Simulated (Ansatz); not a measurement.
LiH:
```cif
data_HLi
_chemical_formula_sum 'Li1 H1'
_space_group_name_H-M_alt 'P 1'
_space_group_IT_number 1
_cell_length_a 2.83227
_cell_length_b 2.83227
_cell_length_c 2.83227
_cell_angle_alpha 60.000
_cell_angle_beta 60.000
_cell_angle_gamma 60.000
loop_
_space_group_symop_operation_xyz
  'x, y, z'
loop_
_atom_site_label
_atom_site_type_symbol
_atom_site_fract_x
_atom_site_fract_y
_atom_site_fract_z
_atom_site_occupancy
Li1 Li 0.00000 0.00000 0.00000 1
H1 H 0.50000 0.50000 0.50000 1
```

Relaxed with r²SCAN.

Problem. Tabulate the valence density and the electron localisation function along the shortest Li–Li contact (2.83 Å), DFT-r²SCAN in the program Ansatz with PAW potentials.

Solution. 

```
distance from Li (Å)  density (e/Å³)   ELF
--------------------  --------------  ----
0.28                            4.97  0.99
0.42                            2.02  0.85
0.57                            0.49  0.26
0.71                            0.11  0.03
0.85                            0.07  0.01
0.99                            0.06  0.04
1.13                            0.07  0.07
1.27                            0.07  0.10
1.42                            0.07  0.10
1.56                            0.07  0.10
1.70                            0.07  0.07
1.84                            0.06  0.04
1.98                            0.07  0.01
2.12                            0.11  0.03
2.27                            0.49  0.26
2.41                            2.02  0.85
2.55                            4.97  0.99
```

The density is the valence pseudo-density with augmentation charge, so density and ELF within about 1 Å of a nucleus are not all-electron values.

Space group Fm-3m (rock salt). The cell was relaxed with r²SCAN under the symmetry of its start.

Potentials: the later of the program's two PAW sets.
